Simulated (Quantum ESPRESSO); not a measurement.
## AlGa6InP8 (one run as intended and one with a planted mistake)

Computed values, not a measurement. The program is pw.x of Quantum ESPRESSO 7.5 (plane-wave density functional theory). The cell is made up: 16 atoms on a doubled zincblende/diamond lattice, with randomly drawn elements, strain and displacements, not relaxed. PseudoDojo standard norm-conserving files (v0.5 for PBE, v0.4.1 for LDA and PBEsol) set the functional; there is no spin polarisation, spin-orbit coupling or dispersion term, and the masses in the input are unused placeholders.

Intended input:

```
&control calculation='scf', pseudo_dir='./dojo.nc.sr.pbe.v0_5.standard.upf', outdir='./o', disk_io='medium', tprnfor=.true., tstress=.true. /
&system ibrav=0, nat=16, ntyp=4, nbnd=73, ecutwfc=79.96652505, nosym=.true., tot_charge=0,
 occupations='smearing', smearing='fd', degauss=0.0018374661
/
&electrons conv_thr=7.350e-09, electron_maxstep=60, /
ATOMIC_SPECIES
Al 1.0 Al.upf
Ga 1.0 Ga.upf
In 1.0 In.upf
P 1.0 P.upf
CELL_PARAMETERS angstrom
5.7083 0.0055 0.0398
0.0055 5.7083 0.0245
0.0796 0.049 11.2218
ATOMIC_POSITIONS angstrom
Al 0.2076 0.111 0.1605
Ga 0.1513 2.8604 2.8266
Ga 2.7689 -0.0552 2.9295
Ga 2.8185 2.6798 0.093
Ga -0.0545 -0.0176 5.5798
In 0.0443 2.8641 8.4275
Ga 2.8258 -0.1064 8.452
Ga 2.9071 2.9682 5.776
P 1.3153 1.5359 1.5863
P 1.4406 4.1484 4.1069
P 4.3583 1.3479 4.247
P 4.3865 4.254 1.3715
P 1.4609 1.4847 6.9579
P 1.416 4.3559 9.9025
P 4.2141 1.5939 9.7672
P 4.3426 4.2758 7.0707
K_POINTS automatic
4 4 2 1 1 1
```

The log is shortened where brackets say so; the opening notice, blank lines, dates and the lines on written files are dropped, and the path of the files is cut. It prints rydbergs, bohrs and kilobars, and counts compression as positive stress.

Log of the intended run:

```
     Program PWSCF v.7.5
     Parallel version (MPI & OpenMP), running on       1 processor cores
     Number of MPI processes:                 1
     Threads/MPI process:                     1
     [start-up lines left out]
     bravais-lattice index     =            0
     lattice parameter (alat)  =      10.7874  a.u.
     unit-cell volume          =    2467.4179 (a.u.)^3
     number of atoms/cell      =           16
     number of atomic types    =            4
     number of electrons       =       134.00
     number of Kohn-Sham states=           73
     kinetic-energy cutoff     =      79.9665  Ry
     charge density cutoff     =     319.8661  Ry
     scf convergence threshold =      7.3E-09
     mixing beta               =       0.7000
     number of iterations used =            8  plain     mixing
     Exchange-correlation= PBE
                           (   1   4   3   4   0   0   0)
     [axes and pseudopotential details left out]
   Cartesian axes
     site n.     atom                  positions (alat units)
         1        Al     tau(   1) = (   0.0363672   0.0194449   0.0281163  )
         2        Ga     tau(   2) = (   0.0265046   0.5010825   0.4951614  )
         3        Ga     tau(   3) = (   0.4850536  -0.0096699   0.5131874  )
         4        Ga     tau(   4) = (   0.4937425   0.4694451   0.0162917  )
         5        Ga     tau(   5) = (  -0.0095473  -0.0030832   0.9774647  )
         6        In     tau(   6) = (   0.0077604   0.5017306   1.4763224  )
         7        Ga     tau(   7) = (   0.4950213  -0.0186391   1.4806143  )
         8        Ga     tau(   8) = (   0.5092634   0.5199668   1.0118349  )
         9        P      tau(   9) = (   0.2304132   0.2690577   0.2778867  )
        10        P      tau(  10) = (   0.2523631   0.7267133   0.7194433  )
        11        P      tau(  11) = (   0.7634834   0.2361240   0.7439859  )
        12        P      tau(  12) = (   0.7684234   0.7452122   0.2402582  )
        13        P      tau(  13) = (   0.2559192   0.2600885   1.2188791  )
        14        P      tau(  14) = (   0.2480537   0.7630629   1.7347117  )
        15        P      tau(  15) = (   0.7382225   0.2792181   1.7110099  )
        16        P      tau(  16) = (   0.7607330   0.7490311   1.2386393  )
     number of k points=    16  Fermi-Dirac smearing, width (Ry)=  0.0018
                       cart. coord. in units 2pi/alat
        k(    1) = (   0.1240065   0.1243439   0.1257505), wk =   0.1250000
        k(    2) = (   0.1257790   0.1254339  -0.1286129), wk =   0.1250000
     [further k points left out]
     Dense  grid:   238417 G-vectors     FFT dimensions: (  64,  64, 125)
     Estimated max dynamical RAM per process >     460.04 MB
     Initial potential from superposition of free atoms
     starting charge     133.9765, renormalised to     134.0000
     Starting wfcs are   99 randomized atomic wfcs
     total cpu time spent up to now is       47.8 secs
     per-process dynamical memory:   277.6 Mb
     Self-consistent Calculation
     iteration #  1     ecut=    79.97 Ry     beta= 0.70
     Davidson diagonalization with overlap
     ethr =  1.00E-02,  avg # of iterations =  3.4
     Threshold (ethr) on eigenvalues was too large:
     Diagonalizing with lowered threshold
     Davidson diagonalization with overlap
     ethr =  4.86E-04,  avg # of iterations =  2.0
     total cpu time spent up to now is      237.1 secs
     total energy              =   -1166.10476421 Ry
     estimated scf accuracy    <       0.66605650 Ry
     iteration #  2     ecut=    79.97 Ry     beta= 0.70
     Davidson diagonalization with overlap
     ethr =  4.97E-04,  avg # of iterations =  3.4
     total cpu time spent up to now is      335.0 secs
     total energy              =   -1166.25181400 Ry
     estimated scf accuracy    <       0.24687383 Ry
     [iterations 3 to 11 left out]
     iteration # 12     ecut=    79.97 Ry     beta= 0.70
     Davidson diagonalization with overlap
     ethr =  3.09E-11,  avg # of iterations =  3.1
     total cpu time spent up to now is     1217.4 secs
     total energy              =   -1166.31163265 Ry
     estimated scf accuracy    <          8.4E-09 Ry
     iteration # 13     ecut=    79.97 Ry     beta= 0.70
     Davidson diagonalization with overlap
     ethr =  6.26E-12,  avg # of iterations =  3.1
     total cpu time spent up to now is     1293.0 secs
     End of self-consistent calculation
     [lines on levels left out]
!    total energy              =   -1166.31163266 Ry
     estimated scf accuracy    <          7.4E-10 Ry
     smearing contrib. (-TS)   =      -0.00000000 Ry
     internal energy E=F+TS    =   -1166.31163266 Ry
     The total energy is F=E-TS. E is the sum of the following terms:
     one-electron contribution =    -596.32727897 Ry
     hartree contribution      =     391.46646726 Ry
     xc contribution           =    -326.02167447 Ry
     ewald contribution        =    -635.42914647 Ry
     convergence has been achieved in  13 iterations
     Forces acting on atoms (cartesian axes, Ry/au):
     atom    1 type  1   force =    -0.07238754   -0.02434501   -0.04325038
     atom    2 type  2   force =    -0.11770689    0.02380083    0.01688916
     atom    3 type  2   force =     0.04644910    0.01263248   -0.03305243
     atom    4 type  2   force =     0.00671358    0.05183865   -0.00199289
     atom    5 type  2   force =     0.02797957   -0.00414745   -0.00501848
     atom    6 type  3   force =     0.02397225    0.01125014    0.00412550
     atom    7 type  2   force =     0.01405467    0.03930053   -0.00615365
     atom    8 type  2   force =     0.00009127   -0.03362405   -0.05079694
     atom    9 type  4   force =     0.09457302   -0.06939196   -0.04983613
     atom   10 type  4   force =     0.01995531    0.04240030    0.09116202
     atom   11 type  4   force =    -0.03087441    0.03747357   -0.00592698
     atom   12 type  4   force =    -0.01992825    0.00731487    0.02561381
     atom   13 type  4   force =     0.02108456   -0.05826369   -0.00812675
     atom   14 type  4   force =     0.03616811    0.00861381    0.03478573
     atom   15 type  4   force =    -0.01721572   -0.09871073    0.05384546
     atom   16 type  4   force =    -0.03292864    0.05385770   -0.02226705
     Total force =     0.299594     Total SCF correction =     0.000075
     Computing stress (Cartesian axis) and pressure
          total   stress  (Ry/bohr**3)                   (kbar)     P=      -18.33
  -0.00016309   0.00001993  -0.00008703          -23.99        2.93      -12.80
   0.00001993  -0.00014211   0.00002526            2.93      -20.91        3.72
  -0.00008703   0.00002526  -0.00006868          -12.80        3.72      -10.10
     init_run     :     44.81s CPU     47.41s WALL (       1 calls)
     electrons    :   1208.39s CPU   1245.23s WALL (       1 calls)
     forces       :     16.82s CPU     17.06s WALL (       1 calls)
     stress       :     48.27s CPU     49.73s WALL (       1 calls)
     [timing details left out]
     PWSCF        :  21m58.87s CPU  22m40.87s WALL
     JOB DONE.
```

A second run has one planted mistake: the plane-wave cutoff is too low. The input lines that differ, file-writing options aside:

```
- &system ibrav=0, nat=16, ntyp=4, nbnd=73, ecutwfc=79.96652505, nosym=.true., tot_charge=0,
+ &system ibrav=0, nat=16, ntyp=4, nbnd=73, ecutwfc=47.77411883, nosym=.true., tot_charge=0,
```

Its log:

```
     Program PWSCF v.7.5
     Parallel version (MPI & OpenMP), running on       1 processor cores
     Number of MPI processes:                 1
     Threads/MPI process:                     1
     [start-up lines left out]
     bravais-lattice index     =            0
     lattice parameter (alat)  =      10.7874  a.u.
     unit-cell volume          =    2467.4179 (a.u.)^3
     number of atoms/cell      =           16
     number of atomic types    =            4
     number of electrons       =       134.00
     number of Kohn-Sham states=           73
     kinetic-energy cutoff     =      47.7741  Ry
     charge density cutoff     =     191.0965  Ry
     scf convergence threshold =      7.3E-09
     mixing beta               =       0.7000
     number of iterations used =            8  plain     mixing
     Exchange-correlation= PBE
                           (   1   4   3   4   0   0   0)
     [axes and pseudopotential details left out]
   Cartesian axes
     site n.     atom                  positions (alat units)
         1        Al     tau(   1) = (   0.0363672   0.0194449   0.0281163  )
         2        Ga     tau(   2) = (   0.0265046   0.5010825   0.4951614  )
         3        Ga     tau(   3) = (   0.4850536  -0.0096699   0.5131874  )
         4        Ga     tau(   4) = (   0.4937425   0.4694451   0.0162917  )
         5        Ga     tau(   5) = (  -0.0095473  -0.0030832   0.9774647  )
         6        In     tau(   6) = (   0.0077604   0.5017306   1.4763224  )
         7        Ga     tau(   7) = (   0.4950213  -0.0186391   1.4806143  )
         8        Ga     tau(   8) = (   0.5092634   0.5199668   1.0118349  )
         9        P      tau(   9) = (   0.2304132   0.2690577   0.2778867  )
        10        P      tau(  10) = (   0.2523631   0.7267133   0.7194433  )
        11        P      tau(  11) = (   0.7634834   0.2361240   0.7439859  )
        12        P      tau(  12) = (   0.7684234   0.7452122   0.2402582  )
        13        P      tau(  13) = (   0.2559192   0.2600885   1.2188791  )
        14        P      tau(  14) = (   0.2480537   0.7630629   1.7347117  )
        15        P      tau(  15) = (   0.7382225   0.2792181   1.7110099  )
        16        P      tau(  16) = (   0.7607330   0.7490311   1.2386393  )
     number of k points=    16  Fermi-Dirac smearing, width (Ry)=  0.0018
                       cart. coord. in units 2pi/alat
        k(    1) = (   0.1240065   0.1243439   0.1257505), wk =   0.1250000
        k(    2) = (   0.1257790   0.1254339  -0.1286129), wk =   0.1250000
     [further k points left out]
     Dense  grid:   110081 G-vectors     FFT dimensions: (  48,  48,  96)
     Estimated max dynamical RAM per process >     213.87 MB
     Initial potential from superposition of free atoms
     starting charge     133.9765, renormalised to     134.0000
     negative rho (up, down):  7.419E-05 0.000E+00
     Starting wfcs are   99 randomized atomic wfcs
     total cpu time spent up to now is       22.7 secs
     per-process dynamical memory:   132.0 Mb
     Self-consistent Calculation
     iteration #  1     ecut=    47.77 Ry     beta= 0.70
     Davidson diagonalization with overlap
     ethr =  1.00E-02,  avg # of iterations =  3.2
     Threshold (ethr) on eigenvalues was too large:
     Diagonalizing with lowered threshold
     Davidson diagonalization with overlap
     ethr =  8.47E-04,  avg # of iterations =  2.0
     negative rho (up, down):  1.148E-05 0.000E+00
     total cpu time spent up to now is       92.2 secs
     total energy              =   -1161.72512150 Ry
     estimated scf accuracy    <       1.20440232 Ry
     iteration #  2     ecut=    47.77 Ry     beta= 0.70
     Davidson diagonalization with overlap
     ethr =  8.99E-04,  avg # of iterations =  3.0
     negative rho (up, down):  5.228E-06 0.000E+00
     total cpu time spent up to now is      122.4 secs
     total energy              =   -1162.01986919 Ry
     estimated scf accuracy    <       0.34275202 Ry
     [iterations 3 to 11 left out]
     iteration # 12     ecut=    47.77 Ry     beta= 0.70
     Davidson diagonalization with overlap
     ethr =  1.80E-11,  avg # of iterations =  5.0
     total cpu time spent up to now is      451.3 secs
     total energy              =   -1162.10324124 Ry
     estimated scf accuracy    <       0.00000003 Ry
     iteration # 13     ecut=    47.77 Ry     beta= 0.70
     Davidson diagonalization with overlap
     ethr =  1.80E-11,  avg # of iterations =  2.0
     total cpu time spent up to now is      485.1 secs
     End of self-consistent calculation
     [lines on levels left out]
!    total energy              =   -1162.10324124 Ry
     estimated scf accuracy    <          4.8E-09 Ry
     smearing contrib. (-TS)   =      -0.00000000 Ry
     internal energy E=F+TS    =   -1162.10324124 Ry
     The total energy is F=E-TS. E is the sum of the following terms:
     one-electron contribution =    -587.84692890 Ry
     hartree contribution      =     385.13192185 Ry
     xc contribution           =    -323.95908771 Ry
     ewald contribution        =    -635.42914647 Ry
     convergence has been achieved in  13 iterations
     Forces acting on atoms (cartesian axes, Ry/au):
     atom    1 type  1   force =    -0.07227864   -0.02424794   -0.04334502
     atom    2 type  2   force =    -0.11786882    0.02397562    0.01635477
     atom    3 type  2   force =     0.04631312    0.01241490   -0.03248341
     atom    4 type  2   force =     0.00698820    0.05137100   -0.00124969
     atom    5 type  2   force =     0.02755184   -0.00384840   -0.00510775
     atom    6 type  3   force =     0.02405593    0.01117854    0.00396980
     atom    7 type  2   force =     0.01371426    0.03916514   -0.00640094
     atom    8 type  2   force =     0.00000144   -0.03331052   -0.05094527
     atom    9 type  4   force =     0.09477971   -0.06889346   -0.04952691
     atom   10 type  4   force =     0.01995629    0.04218957    0.09101618
     atom   11 type  4   force =    -0.03057317    0.03719412   -0.00586312
     atom   12 type  4   force =    -0.01980353    0.00680760    0.02584527
     atom   13 type  4   force =     0.02137200   -0.05835129   -0.00844265
     atom   14 type  4   force =     0.03659875    0.00882743    0.03452477
     atom   15 type  4   force =    -0.01758570   -0.09862063    0.05420130
     atom   16 type  4   force =    -0.03322170    0.05414832   -0.02254733
     Total force =     0.299366     Total SCF correction =     0.000314
     Computing stress (Cartesian axis) and pressure
          total   stress  (Ry/bohr**3)                   (kbar)     P=    -1517.05
  -0.01036113   0.00002399  -0.00009544        -1524.18        3.53      -14.04
   0.00002399  -0.01033021   0.00002074            3.53    -1519.63        3.05
  -0.00009544   0.00002074  -0.01024666          -14.04        3.05    -1507.34
     init_run     :     21.74s CPU     22.49s WALL (       1 calls)
     electrons    :    446.02s CPU    462.36s WALL (       1 calls)
     forces       :      5.75s CPU      5.83s WALL (       1 calls)
     stress       :     17.26s CPU     17.77s WALL (       1 calls)
     [timing details left out]
     PWSCF        :   8m11.07s CPU   8m30.18s WALL
     JOB DONE.
```

```
                                            intended run  run with the mistake
                          free energy (eV)    -15868.478            -15811.220
                    smearing term -TS (eV)        0.0000                0.0000
                            pressure (GPa)         -1.83               -151.70
            largest force component (eV/Å)         3.026                 3.031
largest change of a force component (eV/Å)                               0.019
                                iterations            13                    13
```

For scale, a rerun of the intended cell at a cutoff of 1377 eV and k mesh 6 x 6 x 4 moved values by no more than 0.020 eV in energy, 0.03 GPa in stress and 0.003 eV/Å in force.